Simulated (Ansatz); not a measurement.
Relaxed-ion elastic tensor of ZnS (wurtzite, P6_3mc) in GPa (Voigt order), the program Ansatz at the PBEsol level (PAW); density 4.21 g/cm³, 19.23 Å³ per atom.

|  | 1 | 2 | 3 | 4 | 5 | 6 |
|---|---|---|---|---|---|---|
| 1 | 126 | 59.6 | 46.2 | 0.0 | 0.0 | 0.0 |
| 2 | 59.6 | 126 | 46.2 | 0.0 | 0.0 | 0.0 |
| 3 | 46.2 | 46.2 | 150 | 0.0 | 0.0 | 0.0 |
| 4 | 0.0 | 0.0 | 0.0 | 28.6 | 0.0 | 0.0 |
| 5 | 0.0 | 0.0 | 0.0 | 0.0 | 28.6 | 0.0 |
| 6 | 0.0 | 0.0 | 0.0 | 0.0 | 0.0 | 33.4 |

Q: Is the crystal mechanically stable?

A: Yes: the smallest eigenvalue of C is 28.6 GPa.

Q: Work out the Voigt, Reuss and Hill averages.

A: K_V = 78.6, K_R = 78.5, K_H = 78.5; G_V = 34.8, G_R = 33.4, G_H = 34.1 GPa.

Q: Give Young's modulus, Poisson's ratio, Pugh's ratio and the universal anisotropy index.

A: E = 9KG/(3K + G) = 89.3 GPa; ν = 0.31; K/G = 2.30 (ductile by the Pugh limit of 1.75); A_U = 5G_V/G_R + K_V/K_R − 6 = 0.22.

Q: Estimate the sound speeds and the Debye temperature.

A: v_l = √((K + 4G/3)/ρ) = 5430 m/s, v_t = √(G/ρ) = 2850 m/s, mean 3180 m/s; Θ = (h/k)(3n/4πV)^(1/3) v_m = 354 K.

Q: Solve the Christoffel equation for the three sound speeds along x, y, z.

A: Eigenvalues of C_ijkl n_j n_l equal ρv² (piezoelectric stiffening left out). In km/s, slowest first: x 2.61, 2.82, 5.48; y 2.61, 2.82, 5.48; z 2.61, 2.61, 5.97.

Q: How much does each axis shrink under pressure?

A: Linear compressibilities β_i = Σ_j S_ij (j = 1 to 3): x 4.4, y 4.4, z 4.0 per TPa.

The PBEsol relaxation kept the symmetry of its start.

Potentials: the earlier of the program's two PAW sets. The files were generated under PBE; for other functionals the program regenerates the frozen cores, and for LDA and PBEsol the local potential too.
